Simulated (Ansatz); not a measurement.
All numbers below come from DFT PBE, scalar-relativistic, plane waves, PAW in Ansatz. Settings: cutoff 420 eV, Γ-centred meshes spaced at most about 0.3 Å⁻¹ (2π included), Gaussian smearing. No spin polarisation in the final relaxations.

All energies are static (0 K, no zero-point motion).

Two forms of CaPtCl6 were relaxed alike.

A.

```
CELL_PARAMETERS angstrom
0.00000 5.07905 5.07905
5.07905 0.00000 5.07905
5.07905 5.07905 0.00000
ATOMIC_POSITIONS crystal
Ca 0.50000 0.50000 0.50000
Pt 0.00000 0.00000 0.00000
Cl 0.76967 0.23033 0.23033
Cl 0.23033 0.76967 0.76967
Cl 0.23033 0.76967 0.23033
Cl 0.76967 0.23033 0.76967
Cl 0.23033 0.23033 0.76967
Cl 0.76967 0.76967 0.23033
```

B.

```
CELL_PARAMETERS angstrom
3.18716 1.84011 5.82769
-3.18716 1.84011 5.82769
0.00000 -3.68021 5.82769
ATOMIC_POSITIONS crystal
Ca 0.50000 0.50000 0.50000
Pt 0.00000 0.00000 0.00000
Cl 0.21256 0.61043 0.94507
Cl 0.78744 0.38957 0.05493
Cl 0.94507 0.21256 0.61043
Cl 0.05493 0.78744 0.38957
Cl 0.38957 0.05493 0.78744
Cl 0.61043 0.94507 0.21256
```

Question: Which is lower in energy, and by how much?

Answer: B is lower, by 128 meV/atom. A has space group Fm-3m (No. 225), 32.8 Å³/atom and a gap of 1.15 eV on its mesh; B has space group R-3 (No. 148), 25.6 Å³/atom and a gap of 1.67 eV. The denser one is the lower, and pressure would at first widen the difference. In A, around Ca lie 6 Cl at 2.74 Å; around Pt lie 6 Cl at 2.34 Å; Cl is surrounded by 1 Pt at 2.34 Å and 1 Ca at 2.74 Å. In B, Ca has 6 Cl at 2.81 Å; Pt has 6 Cl at 2.35 Å; Cl is surrounded by 1 Pt at 2.35 Å and 1 Ca at 2.81 Å. Both come from invented guesses.

These runs have no spin–orbit coupling, which can matter for Pt. Kohn–Sham gaps at this level usually fall short of measured ones. Cells relaxed within their symmetry can be saddle points. The R-3 cell of CaPtCl6 came from shaking the Fm-3m one.
